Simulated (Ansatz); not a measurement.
A relaxed 1×1 slab of 6 planes, cut along (10-10) from a hcp crystal of one element, has a cell area of 20.75 Å² and a bulk spacing of 1.056 Å between its first planes. All-electron LAPW in Ansatz 0.2.0 (PBE, scalar-relativistic, no spin polarisation) gives γ = 0.98 J/m², Φ = 3.30 eV and a change of the outer spacing of +2.6 %. The hcp structure needn't be the element's own.

Q: Which element is it?

A: Y. Neighbours weren't tried against these numbers.
